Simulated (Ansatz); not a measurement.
Y2LuN3: stable or not

The structure comes from a generated guess, relaxed at this level; another structure or a mixture of phases may lie lower.

The calculation used Ansatz 0.2.0, DFT PBE, scalar-relativistic, plane waves, PAW. Settings of the last relaxation (6-atom cell): 420 eV, 12×12×4 k points, Gaussian smearing of 0.01 eV, no spin polarisation.

```xyz
6
Lattice="3.4352 0.0000 0.0000 -1.7176 2.9750 0.0000 0.0000 0.0000 8.4162" Properties=species:S:1:pos:R:3 pbc="T T T"
Y     0.0000    1.9833    5.6307
Y     1.7176    0.9917    2.7855
Lu    0.0000    0.0000    0.0000
N     0.0000    1.9833    1.3612
N     1.7176    0.9917    7.0550
N     0.0000    0.0000    4.2081
```

Energies over the elements count from the elements' standard structures at the same level (N₂ as a molecule), with no fitted energy shifts.

Question: These tests were run: energy against the elements; random kick, then relaxation without symmetry; phonons on a 3×3×1 q mesh; elastic tensor. What do they show?

Answer:

```csv
test,result
energy against the elements,−1.712 eV/atom
"random kick, then relaxation without symmetry",returns
phonons on a 3×3×1 q mesh,"no imaginary mode on the mesh, but the interpolation dips to 20i cm⁻¹ between its points"
elastic tensor,least eigenvalue 123 GPa
```

It fails none of these tests outright. Whether a mixture of other phases lies lower isn't tested here. Undecided: phonons on a 3×3×1 q mesh (too near zero for this accuracy).

The kick test ran on a coarse mesh. The run for the phonons used a 12×12×4 k mesh. The run for the elastic tensor used a 12×12×4 k mesh.
